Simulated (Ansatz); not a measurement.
Consider the following.

W₂C:
```
W2C
1.0
    5.20094     0.00000     0.00000
   -2.60047     4.50414     0.00000
    0.00000     0.00000     4.73633
W C
6 3
Direct
  0.66799   0.66799   0.24779
  0.33201   0.33201   0.75221
  0.33201   0.00000   0.24779
  0.66799   0.00000   0.75221
  0.00000   0.33201   0.24779
  0.00000   0.66799   0.75221
  0.00000   0.00000   0.00000
  0.66667   0.33333   0.50000
  0.33333   0.66667   0.50000
```

This is the PBEsol-relaxed structure. Tensor components refer to the Cartesian frame of this cell.

**Question.** All from DFT-PBEsol in the program Ansatz with PAW potentials, unless another level is named. Predict the Hill bulk and shear moduli.

**Answer.** 357 and 178 GPa.

**Question.** Give the elastic constants (relaxed ions, GPa).

**Answer.** C11 = 568, C12 = 211, C13 = 279, C14 = 0.0, C33 = 539, C44 = 214.

Space group P-31m. The first step of the workflow began from a Materials Project structure, measured or hypothetical; the Crystallography Open Database copy checked does not list it. Its standing as an ambient phase is unchecked. The PBEsol relaxation kept the symmetry of its start; of distortions, only those at the zone centre were tested. The run is not spin-polarised. As this level gives no gap, shear constants depend on the k-mesh and smearing (Fermi–Dirac, 0.1 eV here). Spin–orbit coupling is left out wherever it is not named.

Potentials: the later of the program's two PAW sets.
